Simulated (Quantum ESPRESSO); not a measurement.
## Zn2AlS3Cl (one run as intended and one with a planted mistake)

Simulated, not a measurement. The program is pw.x of Quantum ESPRESSO 7.5 (plane-wave density functional theory). The cell is made up: 7 atoms on a wurtzite lattice with one site empty, with randomly drawn elements, strain and displacements, not relaxed. PseudoDojo standard norm-conserving files (v0.5 for PBE, v0.4.1 for LDA and PBEsol) set the functional; there is no spin polarisation, spin-orbit coupling or dispersion term, and the masses in the input are unused placeholders.

Intended input:

```
&control calculation='scf', pseudo_dir='./dojo.nc.sr.pbe.v0_5.standard.upf', outdir='./o', disk_io='medium', tprnfor=.true., tstress=.true. /
&system ibrav=0, nat=7, ntyp=4, nbnd=40, ecutwfc=84.00895049, nosym=.true., tot_charge=0,
 occupations='smearing', smearing='fd', degauss=0.0018374661
/
&electrons conv_thr=7.350e-09, electron_maxstep=60, /
ATOMIC_SPECIES
Al 1.0 Al.upf
Cl 1.0 Cl.upf
S 1.0 S.upf
Zn 1.0 Zn.upf
CELL_PARAMETERS angstrom
3.8073 0.0044 0.0447
0.0076 6.5028 0.1064
0.0731 0.1003 6.1144
ATOMIC_POSITIONS angstrom
Zn 1.9333 3.2825 0.0956
Al 1.9121 1.0831 3.0688
Zn 0.1088 4.3993 3.0994
S 0.0381 0.0074 2.2718
S 1.9238 3.281 2.392
Cl 1.9837 1.1594 5.3856
S 0.0754 4.4411 5.3974
K_POINTS automatic
5 4 4 1 1 1
```

The log is shortened where brackets say so; the opening notice, blank lines, dates and the lines on written files are dropped, and the path of the files is cut. It prints rydbergs, bohrs and kilobars, and counts compression as positive stress. Where no state is partly filled, the Fermi energy that it prints is only some level between the filled and the empty states on the mesh, and need not lie in the true gap.

Log of the intended run:

```
     Program PWSCF v.7.5
     Parallel version (MPI & OpenMP), running on       1 processor cores
     Number of MPI processes:                 1
     Threads/MPI process:                     1
     [start-up lines left out]
     bravais-lattice index     =            0
     lattice parameter (alat)  =       7.1953  a.u.
     unit-cell volume          =    1021.1511 (a.u.)^3
     number of atoms/cell      =            7
     number of atomic types    =            4
     number of electrons       =        68.00
     number of Kohn-Sham states=           40
     kinetic-energy cutoff     =      84.0090  Ry
     charge density cutoff     =     336.0358  Ry
     scf convergence threshold =      7.3E-09
     mixing beta               =       0.7000
     number of iterations used =            8  plain     mixing
     Exchange-correlation= PBE
                           (   1   4   3   4   0   0   0)
     [axes and pseudopotential details left out]
   Cartesian axes
     site n.     atom                  positions (alat units)
         1        Zn     tau(   1) = (   0.5077523   0.8620995   0.0251079  )
         2        Al     tau(   2) = (   0.5021845   0.2844600   0.8059744  )
         3        Zn     tau(   3) = (   0.0285747   1.1554104   0.8140111  )
         4        S      tau(   4) = (   0.0100064   0.0019435   0.5966543  )
         5        S      tau(   5) = (   0.5052573   0.8617056   0.6282230  )
         6        Cl     tau(   6) = (   0.5209891   0.3044991   1.4144473  )
         7        S      tau(   7) = (   0.0198027   1.1663885   1.4175464  )
     number of k points=    40  Fermi-Dirac smearing, width (Ry)=  0.0018
                       cart. coord. in units 2pi/alat
        k(    1) = (   0.0990378   0.0718401   0.0754776), wk =   0.0500000
        k(    2) = (   0.0972122   0.0692940   0.2312215), wk =   0.0500000
     [further k points left out]
     Dense  grid:   106169 G-vectors     FFT dimensions: (  45,  72,  72)
     Estimated max dynamical RAM per process >     142.19 MB
     Initial potential from superposition of free atoms
     starting charge      67.9972, renormalised to      68.0000
     Starting wfcs are   40 randomized atomic wfcs
     total cpu time spent up to now is       15.7 secs
     per-process dynamical memory:   106.0 Mb
     Self-consistent Calculation
     iteration #  1     ecut=    84.01 Ry     beta= 0.70
     Davidson diagonalization with overlap
     ethr =  1.00E-02,  avg # of iterations =  4.8
     Threshold (ethr) on eigenvalues was too large:
     Diagonalizing with lowered threshold
     Davidson diagonalization with overlap
     ethr =  5.99E-04,  avg # of iterations =  2.0
     total cpu time spent up to now is       85.8 secs
     total energy              =    -939.93598767 Ry
     estimated scf accuracy    <       0.39227408 Ry
     iteration #  2     ecut=    84.01 Ry     beta= 0.70
     Davidson diagonalization with overlap
     ethr =  5.77E-04,  avg # of iterations =  4.1
     total cpu time spent up to now is      126.4 secs
     total energy              =    -940.03252352 Ry
     estimated scf accuracy    <       0.22831600 Ry
     [iterations 3 to 8 left out]
     iteration #  9     ecut=    84.01 Ry     beta= 0.70
     Davidson diagonalization with overlap
     ethr =  1.75E-10,  avg # of iterations =  2.0
     total cpu time spent up to now is      368.2 secs
     total energy              =    -940.08614630 Ry
     estimated scf accuracy    <       0.00000001 Ry
     iteration # 10     ecut=    84.01 Ry     beta= 0.70
     Davidson diagonalization with overlap
     ethr =  1.76E-11,  avg # of iterations =  3.0
     total cpu time spent up to now is      394.6 secs
     End of self-consistent calculation
     [lines on levels left out]
     the Fermi energy is     6.6899 ev
!    total energy              =    -940.08614630 Ry
     estimated scf accuracy    <          2.2E-09 Ry
     smearing contrib. (-TS)   =       0.00000000 Ry
     internal energy E=F+TS    =    -940.08614630 Ry
     The total energy is F=E-TS. E is the sum of the following terms:
     one-electron contribution =    -895.21532457 Ry
     hartree contribution      =     461.80760047 Ry
     xc contribution           =    -119.95346844 Ry
     ewald contribution        =    -386.72495377 Ry
     convergence has been achieved in  10 iterations
     Forces acting on atoms (cartesian axes, Ry/au):
     atom    1 type  4   force =    -0.00797860    0.02442286   -0.03572452
     atom    2 type  1   force =     0.00602762    0.00245036    0.03577484
     atom    3 type  4   force =    -0.02248229   -0.02068760    0.04336612
     atom    4 type  3   force =    -0.00530143    0.05300037   -0.01302867
     atom    5 type  3   force =     0.02427971   -0.03411986   -0.00328563
     atom    6 type  2   force =    -0.00224236   -0.01622086   -0.03971392
     atom    7 type  3   force =     0.00769737   -0.00884527    0.01261180
     Total force =     0.113955     Total SCF correction =     0.000456
     Computing stress (Cartesian axis) and pressure
          total   stress  (Ry/bohr**3)                   (kbar)     P=       10.27
  -0.00004509  -0.00002422  -0.00006564           -6.63       -3.56       -9.66
  -0.00002422   0.00019781  -0.00003657           -3.56       29.10       -5.38
  -0.00006564  -0.00003657   0.00005679           -9.66       -5.38        8.35
     init_run     :     14.88s CPU     15.43s WALL (       1 calls)
     electrons    :    354.65s CPU    378.90s WALL (       1 calls)
     forces       :      3.52s CPU      3.58s WALL (       1 calls)
     stress       :     13.11s CPU     13.19s WALL (       1 calls)
     [timing details left out]
     PWSCF        :   6m26.47s CPU   6m51.53s WALL
     JOB DONE.
```

A second run has one planted mistake: the cell has the wrong charge. The input lines that differ, file-writing options aside:

```
- &system ibrav=0, nat=7, ntyp=4, nbnd=40, ecutwfc=84.00895049, nosym=.true., tot_charge=0,
+ &system ibrav=0, nat=7, ntyp=4, nbnd=40, ecutwfc=84.00895049, nosym=.true., tot_charge=1,
```

Its log:

```
     Program PWSCF v.7.5
     Parallel version (MPI & OpenMP), running on       1 processor cores
     Number of MPI processes:                 1
     Threads/MPI process:                     1
     [start-up lines left out]
     bravais-lattice index     =            0
     lattice parameter (alat)  =       7.1953  a.u.
     unit-cell volume          =    1021.1511 (a.u.)^3
     number of atoms/cell      =            7
     number of atomic types    =            4
     number of electrons       =        67.00
     number of Kohn-Sham states=           40
     kinetic-energy cutoff     =      84.0090  Ry
     charge density cutoff     =     336.0358  Ry
     scf convergence threshold =      7.3E-09
     mixing beta               =       0.7000
     number of iterations used =            8  plain     mixing
     Exchange-correlation= PBE
                           (   1   4   3   4   0   0   0)
     [axes and pseudopotential details left out]
   Cartesian axes
     site n.     atom                  positions (alat units)
         1        Zn     tau(   1) = (   0.5077523   0.8620995   0.0251079  )
         2        Al     tau(   2) = (   0.5021845   0.2844600   0.8059744  )
         3        Zn     tau(   3) = (   0.0285747   1.1554104   0.8140111  )
         4        S      tau(   4) = (   0.0100064   0.0019435   0.5966543  )
         5        S      tau(   5) = (   0.5052573   0.8617056   0.6282230  )
         6        Cl     tau(   6) = (   0.5209891   0.3044991   1.4144473  )
         7        S      tau(   7) = (   0.0198027   1.1663885   1.4175464  )
     number of k points=    40  Fermi-Dirac smearing, width (Ry)=  0.0018
                       cart. coord. in units 2pi/alat
        k(    1) = (   0.0990378   0.0718401   0.0754776), wk =   0.0500000
        k(    2) = (   0.0972122   0.0692940   0.2312215), wk =   0.0500000
     [further k points left out]
     Dense  grid:   106169 G-vectors     FFT dimensions: (  45,  72,  72)
     Estimated max dynamical RAM per process >     142.19 MB
     Initial potential from superposition of free atoms
     starting charge      67.9972, renormalised to      67.0000
     Starting wfcs are   40 randomized atomic wfcs
     total cpu time spent up to now is       19.1 secs
     per-process dynamical memory:    89.3 Mb
     Self-consistent Calculation
     iteration #  1     ecut=    84.01 Ry     beta= 0.70
     Davidson diagonalization with overlap
     ethr =  1.00E-02,  avg # of iterations =  6.2
     Threshold (ethr) on eigenvalues was too large:
     Diagonalizing with lowered threshold
     Davidson diagonalization with overlap
     ethr =  8.22E-04,  avg # of iterations =  1.8
     total cpu time spent up to now is      110.5 secs
     total energy              =    -940.20879922 Ry
     estimated scf accuracy    <       0.56568368 Ry
     iteration #  2     ecut=    84.01 Ry     beta= 0.70
     Davidson diagonalization with overlap
     ethr =  8.44E-04,  avg # of iterations =  4.3
     total cpu time spent up to now is      162.1 secs
     total energy              =    -940.31361725 Ry
     estimated scf accuracy    <       0.57292020 Ry
     [iterations 3 to 10 left out]
     iteration # 11     ecut=    84.01 Ry     beta= 0.70
     Davidson diagonalization with overlap
     ethr =  3.57E-10,  avg # of iterations =  2.3
     total cpu time spent up to now is      538.4 secs
     total energy              =    -940.44331367 Ry
     estimated scf accuracy    <       0.00000003 Ry
     iteration # 12     ecut=    84.01 Ry     beta= 0.70
     Davidson diagonalization with overlap
     ethr =  3.77E-11,  avg # of iterations =  3.3
     total cpu time spent up to now is      573.9 secs
     End of self-consistent calculation
     [lines on levels left out]
     the Fermi energy is     4.5213 ev
!    total energy              =    -940.44331367 Ry
     estimated scf accuracy    <          2.4E-09 Ry
     smearing contrib. (-TS)   =      -0.00114578 Ry
     internal energy E=F+TS    =    -940.44216789 Ry
     The total energy is F=E-TS. E is the sum of the following terms:
     one-electron contribution =    -895.16463605 Ry
     hartree contribution      =     460.55039319 Ry
     xc contribution           =    -119.10297127 Ry
     ewald contribution        =    -386.72495377 Ry
     convergence has been achieved in  12 iterations
     Forces acting on atoms (cartesian axes, Ry/au):
     atom    1 type  4   force =    -0.00698970    0.00392235   -0.02106095
     atom    2 type  1   force =     0.00610128   -0.00547049    0.03010964
     atom    3 type  4   force =    -0.02230664   -0.01164209    0.01955795
     atom    4 type  3   force =    -0.00566174    0.03785227   -0.01000190
     atom    5 type  3   force =     0.02387646   -0.01789919   -0.00012537
     atom    6 type  2   force =    -0.00204554   -0.00414810   -0.02924540
     atom    7 type  3   force =     0.00702588   -0.00261476    0.01076603
     Total force =     0.077468     Total SCF correction =     0.000244
     Computing stress (Cartesian axis) and pressure
          total   stress  (Ry/bohr**3)                   (kbar)     P=     -110.49
  -0.00079442  -0.00002145  -0.00005391         -116.86       -3.16       -7.93
  -0.00002145  -0.00070449  -0.00007900           -3.16     -103.63      -11.62
  -0.00005391  -0.00007900  -0.00075441           -7.93      -11.62     -110.98
     init_run     :     17.96s CPU     19.02s WALL (       1 calls)
     electrons    :    527.69s CPU    554.73s WALL (       1 calls)
     forces       :      5.05s CPU      5.12s WALL (       1 calls)
     stress       :     23.25s CPU     23.43s WALL (       1 calls)
     [timing details left out]
     PWSCF        :   9m34.17s CPU  10m 2.74s WALL
     JOB DONE.
```

|  | intended run | run with the mistake |
| --- | --- | --- |
| free energy (eV) | -12790.524 | -12795.383 |
| smearing term -TS (eV) | 0.0000 | -0.0156 |
| pressure (GPa) | 1.03 | -11.05 |
| largest force component (eV/Å) | 1.363 | 0.973 |
| largest change of a force component (eV/Å) |  | 0.612 |
| iterations | 10 | 12 |

For scale, a rerun of the intended cell at 1437 eV and a 7 x 6 x 6 mesh moved values by no more than 0.005 eV in energy, 0.05 GPa in stress and 0.002 eV/Å in force. The charged cell sits in a uniform background, so its energy and stress rest on the program's zero of potential.